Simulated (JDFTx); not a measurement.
Reference run:

Pb(100) slab cut from bulk Pb (space group Fm-3m, indices of the conventional cell, lattice of the Materials Project entry mp-20483, not re-optimised): 5 atoms in 5 planes, a 1x1 cell of 12.45 Å² (|a| = 3.528, |b| = 3.528 Å), 10.0 Å between the outermost planes, cell height 26.0 Å, 6×6×1 k mesh, Fermi smearing 0.01 Ha, no spin polarisation.

The reference is PBE, GBRV ultrasoft potentials, plane waves to 20/100 Ha; code: JDFTx (a modified build). Unrelaxed; liquid: CANDLE, water, 1 M KCl. Potentials refer to SHE, placed 4.44 V below the bulk liquid's zero by convention.

| run | F per atom, vacuum (eV) | TS per atom (eV) | k states | plane waves per k | work function (eV) | U_pzc (V) |
|---|---|---|---|---|---|---|
| run 1 | -1659.510 | 0.614 | 10 | 9334 | 3.95 | -0.88 |
| run 2 (reference) | -1659.279 | 0.159 | 10 | 9334 | 3.78 | -1.01 |
| run 3 | -1659.217 | 0.045 | 10 | 9334 | 3.76 | -1.03 |
| run 4 | -1659.201 | 0.019 | 10 | 9334 | 3.75 | -1.04 |

**Question.** One setting differs between these runs. Which?
(A) cell height
(B) plane-wave cutoffs
(C) k mesh
(D) Fermi smearing width

**Answer.** D, Fermi smearing width. The values, in order: 0.02 Ha; 0.01 Ha; 0.005 Ha; 0.003 Ha.
